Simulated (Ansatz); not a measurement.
A: BN (wurtzite), a = 2.555 Å, b = 2.555 Å, c = 4.225 Å, α = 90.00°, β = 90.00°, γ = 120.00°
B: Zr (hcp, Mg type), a = 3.2313 Å, b = 3.2313 Å, c = 5.1732 Å, α = 90.00°, β = 90.00°, γ = 120.00°
C: Hf (hcp, Mg type), a = b = 3.2042 Å, c = 5.0691 Å, α = β = 90.00°, γ = 120.00°

Scan: energy over volume and axial ratio (atoms clamped). All come from one method, each on a k mesh of its own. All were relaxed with their symmetry unable to fall. Hf is run without spin polarisation. Spin-orbit coupling is left out. Zr is run without spin polarisation.

Order them by modulus against c/a change at fixed volume, (3/4V)·∂²E/∂(ln c/a)² (fitted) (highest first) at the level PBE (plane waves to 420 eV, PAW, scalar-relativistic; Ansatz, a program for electronic structure).

A (473 GPa), C (62 GPa), B (45 GPa)

(Under strain, the slope of the energy per volume gives the stress and its curvature an elastic modulus.)
